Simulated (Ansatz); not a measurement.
Ni$_{2}$Ge in space group Pnma (No. 62; Ni on 4c, Ni on 4c, Ge on 4c) under volume change, r²SCAN in the plane-wave PAW code Ansatz, shape and atoms relaxed at each volume.

```csv
V (Å³/atom),E − E(relaxed) (meV/atom),P (GPa)
10.519,64.0,21.76
10.866,26.6,13.09
11.213,6.2,5.95
11.559,0.0,-0.02
11.906,5.6,-4.96
12.253,20.8,-8.89
```

Question: What does a third-order Birch–Murnaghan fit give for V₀, B₀ and B′?

Answer: V₀ = 11.56 Å³/atom, B₀ = 179 GPa, B′ = 5.4.

The workflow started from a Materials Project entry (that database holds measured and hypothetical structures alike); the Crystallography Open Database copy checked does not list it. Whether it is the stable phase at ambient conditions was not checked. Symmetry was held in the r²SCAN relaxation; its stability against distortions is not shown here. No spin polarisation was allowed.

Potentials: the later of the program's two PAW sets.
